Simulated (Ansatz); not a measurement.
Al$_{3}$Pd$_{2}$:
```xyz
5
Lattice="4.2184 0.0000 0.0000 -2.1092 3.6533 0.0000 0.0000 0.0000 5.1581" Properties=species:S:1:pos:R:3 pbc="T T T"
Al     0.0000     0.0000     0.0000
Al     0.0000     2.4355     3.3311
Al     2.1092     1.2178     1.8270
Pd     0.0000     2.4355     0.8087
Pd     2.1092     1.2178     4.3494
```

Relaxed with r²SCAN.

Problem. Give the Bader charges and basin volumes of the independent atoms, the program Ansatz at the r²SCAN level (PAW).

Solution. 

| atom | Bader charge (e) | Bader volume (Å³) |
|---|---|---|
| Al1 | +1.80 | 7.4 |
| Al2 | +1.73 | 8.3 |
| Pd4 | -2.64 | 27.8 |

Space group P-3m1 (La2O3 or Ni2Al3 type). The first step of the workflow began from a Materials Project structure, measured or hypothetical; the Crystallography Open Database copy checked does not list it. Whether it is the stable phase at ambient conditions was not checked. The r²SCAN relaxation kept the symmetry of its start; its stability against distortions is not shown here. No spin polarisation was allowed.

Potentials: the later of the program's two PAW sets.
